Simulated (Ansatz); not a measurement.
The cell below belongs to a search over invented structures; it isn't taken from experiment.

Input and command of a plane-wave DFT calculation in Ansatz:

```yaml
crystal:
  lattice:
    - [2.7160267314, -4.7033208771, 0.0044849105]
    - [2.7160267314, 4.7033208771, 0.0044849105]
    - [-1.8630880267, 0.0, 7.404151302]
  atoms:
    - { symbol: Hf, position: [0.204799391, 0.795200609, 0.0] }
    - { symbol: In, position: [0.3713883432, 0.6286116568, 0.5] }
    - { symbol: In, position: [0.5381195189, 0.4618804811, 0.0] }
    - { symbol: In, position: [0.0349977138, 0.9650022862, 0.5] }
    - { symbol: In, position: [0.7090741294, 0.2909258706, 0.5] }
    - { symbol: Si, position: [0.8714594876, 0.1285405124, 0.0] }
    - { symbol: O, position: [0.1074090085, 0.0691818153, 0.8666663366] }
    - { symbol: O, position: [0.9308181847, 0.8925909915, 0.1333336634] }
    - { symbol: O, position: [0.839751461, 0.3781988409, 0.8666890461] }
    - { symbol: O, position: [0.6218011591, 0.160248539, 0.1333109539] }
    - { symbol: O, position: [0.1981305899, 0.4689130669, 0.1333750767] }
    - { symbol: O, position: [0.5310869331, 0.8018694101, 0.8666249233] }
basis:
  ecutwfc: 500
kpoints:
  mp_grid: { grid: [8, 8, 4] }
hamiltonian:
  xc: r2scan
scf:
  occupations: { method: gaussian, width: 0.1 }
output:
  forces: true
  stress: true
  eigenvalues: true
```

```bash
ansatz run input.yaml --threads 1 --pin off --max-ram 2816MiB --backend cpu --events-out ev --progress --plain --runs-dir out
```

Processor: Arm Neoverse V2, 1 thread, on a host shared with other jobs.

**Question.** Estimate time, memory and problem size.

**Answer.** About 3.8 min, peak memory 1.3 GiB. It solves 71 bands at 78 k points (after reduction by symmetry) with about 4773 plane waves, in 8 SCF iterations.
